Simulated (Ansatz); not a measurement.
A geometry of Be away from equilibrium: step 2 of the relaxation of a relaxed Be cell displaced along its unstable phonon at q = (½, ½, 0) of its primitive reciprocal cell (657i cm⁻¹), largest move 0.15 Å. The numbers are results of r2SCAN (plane waves to 500 eV, PAW, scalar-relativistic; Ansatz, a quantum-chemistry and plane-wave program), not measurements. Γ-centred k-mesh 15×15×15 on the run's cell (coarser than for final values), Fermi–Dirac smearing 0.05 eV. The plane waves were selected for a different cell earlier on the path.

```
Be
1.0
    4.25620     0.00000     0.00000
    2.12810     2.12810     0.00000
    0.00000     0.00000     2.18574
Be
2
Direct
  0.00000   0.00000   0.15951
  0.50000   0.00000   0.84049
```

Q: Give the Cartesian forces on all atoms (eV/Å).

A: 
| atom | Fx | Fy | Fz |
|---|---|---|---|
| Be1 | 0.00 | 0.00 | 1.64 |
| Be2 | 0.00 | 0.00 | -1.64 |

The path ends in Im-3m (No. 229) (bcc (W type)). No spin polarisation in the result.

The run could not lose the symmetry of its start, so the end can be a saddle point.

The end of the path is a generated cell of Be: the first start was made by placing the elements on the sites of a structure type, and the end was not matched to a known phase here, so it may be hypothetical. Known forms of Be include space group No. 194.
